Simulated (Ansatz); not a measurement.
Geometry optimisation in Ansatz: input, command and trajectory.

```yaml
crystal:
  lattice:
    - [1.7103100698, 0.9874479792, 8.8667322782]
    - [-1.7103100698, 0.9874479792, 8.8667322782]
    - [0.0, -1.9748959584, 8.8667322782]
  atoms:
    - { symbol: Zn, position: [0.2186670488, 0.2186670488, 0.2186670488] }
    - { symbol: In, position: [0.0031941019, 0.0031941019, 0.0031941019] }
    - { symbol: Ga, position: [0.7869898063, 0.7869898063, 0.7869898063] }
    - { symbol: O, position: [0.2954811385, 0.2954811385, 0.2954811385] }
    - { symbol: O, position: [0.7111851807, 0.7111851807, 0.7111851807] }
    - { symbol: O, position: [0.1212120776, 0.1212120776, 0.1212120776] }
    - { symbol: O, position: [0.8632716461, 0.8632716461, 0.8632716461] }
basis:
  ecutwfc: 420
kpoints:
  mp_grid: { grid: [12, 12, 12] }
hamiltonian:
  xc: pbesol
scf:
  occupations: { method: gaussian, width: 0.02 }
output:
  forces: true
  stress: true
  eigenvalues: true
relax:
  adjacent_minimum: "off"
  f_tol: 0.01
  max_steps: 30
  cell: { stress_tol: 0.1, fix: [volume] }
```

```bash
ansatz run input.yaml --threads 2 --pin off --max-ram 5120MiB --backend cpu --events-out ev --progress --plain --runs-dir out
```

Method: DFT PBEsol, scalar-relativistic, plane waves, PAW (Ansatz).

The volume is held at 1.1 times that of the relaxed cell.

Of 5 frames 4 are shown, positions in Å and forces in eV/Å; the SCF threshold varies from step to step. Steps run on the plane waves of an earlier cell, with a Pulay correction in the pressure. The basis is chosen afresh for the last frame, the zero of the energies, and at times for earlier ones too; energy and pressure step there, also at an unchanged geometry.

```xyz
7
Lattice="1.7103 0.9874 8.8667 -1.7103 0.9874 8.8667 0.0000 -1.9749 8.8667" Properties=species:S:1:pos:R:3:forces:R:3 pbc="T T T" step=1 free_energy_over_end_meV_per_atom=0.12 pressure_GPa=-13.21
Zn    0.0000    0.0000    5.8166    0.0000    0.0000   -0.0387
In    0.0000    0.0000    0.0850    0.0000    0.0000    0.0228
Ga    0.0000    0.0000   20.9341    0.0000    0.0000    0.0164
O     0.0000    0.0000    7.8599    0.0000    0.0000    0.0954
O     0.0000    0.0000   18.9177    0.0000    0.0000   -0.0374
O     0.0000    0.0000    3.2243    0.0000    0.0000    0.0251
O     0.0000    0.0000   22.9632    0.0000    0.0000   -0.0836
7
Lattice="1.7103 0.9874 8.8669 -1.7103 0.9874 8.8669 0.0000 -1.9749 8.8669" Properties=species:S:1:pos:R:3:forces:R:3 pbc="T T T" step=2 free_energy_over_end_meV_per_atom=0.03 pressure_GPa=-13.16
Zn    0.0000    0.0000    5.8172    0.0000    0.0000   -0.0387
In    0.0000    0.0000    0.0880    0.0000    0.0000   -0.0073
Ga    0.0000    0.0000   20.9319    0.0000    0.0000    0.0321
O     0.0000    0.0000    7.8651    0.0000    0.0000    0.0417
O     0.0000    0.0000   18.9155    0.0000    0.0000    0.0146
O     0.0000    0.0000    3.2258    0.0000    0.0000   -0.0087
O     0.0000    0.0000   22.9589    0.0000    0.0000   -0.0338
7
Lattice="1.7099 0.9872 8.8706 -1.7099 0.9872 8.8706 0.0000 -1.9745 8.8706" Properties=species:S:1:pos:R:3:forces:R:3 pbc="T T T" step=3 free_energy_over_end_meV_per_atom=0.00 pressure_GPa=-13.14
Zn    0.0000    0.0000    5.8172    0.0000    0.0000   -0.0152
In    0.0000    0.0000    0.0898    0.0000    0.0000   -0.0066
Ga    0.0000    0.0000   20.9411    0.0000    0.0000    0.0078
O     0.0000    0.0000    7.8705    0.0000    0.0000    0.0113
O     0.0000    0.0000   18.9254    0.0000    0.0000    0.0055
O     0.0000    0.0000    3.2265    0.0000    0.0000   -0.0009
O     0.0000    0.0000   22.9650    0.0000    0.0000   -0.0019
7
Lattice="1.7100 0.9873 8.8694 -1.7100 0.9873 8.8694 0.0000 -1.9746 8.8694" Properties=species:S:1:pos:R:3:forces:R:3 pbc="T T T" step=5 free_energy_over_end_meV_per_atom=0.00 pressure_GPa=-13.13
Zn    0.0000    0.0000    5.8151    0.0000    0.0000   -0.0045
In    0.0000    0.0000    0.0898    0.0000    0.0000   -0.0028
Ga    0.0000    0.0000   20.9389    0.0000    0.0000   -0.0044
O     0.0000    0.0000    7.8700    0.0000    0.0000    0.0013
O     0.0000    0.0000   18.9234    0.0000    0.0000    0.0045
O     0.0000    0.0000    3.2262    0.0000    0.0000    0.0038
O     0.0000    0.0000   22.9617    0.0000    0.0000    0.0020
```

It took 2.8 min on 2 threads of Arm Neoverse V1, with other jobs on the host, peak memory 0.76 GiB.